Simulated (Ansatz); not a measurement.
Pressure against volume in ZrTiN

It was reached by relaxing an invented guess, and it needn't be the stable form of this composition.

Level of theory: DFT PBE, scalar-relativistic, plane waves, PAW in Ansatz. Cutoff 420 eV, Γ-centred 12×12×6 mesh (6-atom cell), Gaussian smearing of 0.10 eV, no spin polarisation.

Space group P4/nmm:1 (No. 129). a = 3.252 Å, b = 3.252 Å, c = 8.053 Å, α = 90.00°, β = 90.00°, γ = 90.00°
```json
{"atom": "Zr", "site": "2c", "symmetry": "4mm", "x": "0.0000", "y": "0.5000", "z": "0.6356"}
{"atom": "Ti", "site": "2c", "symmetry": "4mm", "x": "0.0000", "y": "0.5000", "z": "0.0983"}
{"atom": "N", "site": "2c", "symmetry": "4mm", "x": "0.0000", "y": "0.5000", "z": "0.3540"}
```

The cell was set to several volumes, with shape and atoms relaxed at each where symmetry leaves them free. Pressure is positive in compression, and energies count from the lowest row. No row has a gap on its mesh.

```csv
row,V (Å³/atom),P (GPa),ΔE (meV/atom)
1,12.493,28.37,139.3
2,12.919,20.03,74.8
3,13.345,?,?
4,13.770,5.75,7.5
5,14.196,-0.03,0.0
6,14.622,-4.96,6.7
7,15.048,-9.18,25.7
8,15.616,-13.79,66.7
```

**Question.** Find B = −V·ΔP/ΔV from rows 4 and 6 and from rows 1 and 2, and from the two its slope B′ and its value B0 at zero pressure.

**Answer.** Rows 4 and 6 give −(13.770 + 14.622)/2 × (-4.96 − (5.75))/(14.622 − 13.770) = 178.4 GPa at a mean pressure of 0.40 GPa. Rows 1 and 2 give −(12.493 + 12.919)/2 × (20.03 − (28.37))/(12.919 − 12.493) = 248.8 GPa at a mean pressure of 24.20 GPa. So B′ = (248.8 − 178.4)/(24.20 − (0.40)) = 2.96 and B0 = 178.4 − 2.96 × (0.40) = 177.2 GPa. A third-order Birch–Murnaghan fit to all the energies gives B0 = 176.9 GPa and B′ = 3.8.

**Question.** Estimate the pressure and energy of row 3.

**Answer.** From row 5, V0 = 14.196 × (1 + (-0.03)/177.2) = 14.194 Å³/atom. Murnaghan's form P = (B0/B′)·[(V0/V)^B′ − 1] gives (177.2/2.96) × [(14.194/13.345)^2.96 − 1] = 11.99 GPa; the computed pressure is 12.41 GPa, so the estimate is off by -0.42 GPa. The work of compression from row 4, with the mean of the two pressures, gives ΔE = 7.5 + (11.99 + 5.75)/2 × (13.770 − 13.345)/160.2 × 1000 = 31.0 meV/atom (1 eV/Å³ = 160.2 GPa); the computed value is 31.7 meV/atom.

All volumes keep the k mesh of the relaxed cell. A later test with randomly moved atoms came back to the same energy, though modes that don't fit the test's cell weren't probed.
